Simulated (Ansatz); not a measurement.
**MnCo$_{2}$N$_{2}$: which magnetic state is lowest?**

The calculation used DFT PBE, scalar-relativistic, plane waves, PAW (Ansatz).

```
Mn Co N
1.0
     2.87792    0.00000    0.00000
    -1.43896    2.49235    0.00000
     0.00000    0.00000    6.45261
Mn Co N
1 2 2
Direct
  0.00000 0.00000 0.50000
  0.66667 0.33333 0.16436
  0.33333 0.66667 0.83564
  0.66667 0.33333 0.69536
  0.33333 0.66667 0.30464
```

* plane-wave cutoff: 420 eV
* Γ-centred k-mesh: 12×12×6
* occupation rule: Gaussian smearing, 0.1 eV
* list of starting moments (μB, in atom order): 4 3 3 0 0
* check for lower electronic states after the SCF: off

Each order was relaxed in cell and atoms. Site moments are spin moments in atom-centred spheres that scale with the neighbour distance. The states are those that the runs reached from these starts; a lower one can exist. No antiferromagnetic start is among these.

```csv
start,ends,energy above lowest (meV/atom),site moments (μB),gap on mesh (eV),volume (Å³/atom)
no spin,non-magnetic,104,none over 0.05,metal,8.76
ferromagnetic,ferromagnetic,0.00,"Mn +2.50, Co +0.37 (×2)",metal,9.15
```

Cost: 2 runs of about 7.7 core-minutes in all, on Arm Neoverse N1 (shared hosts).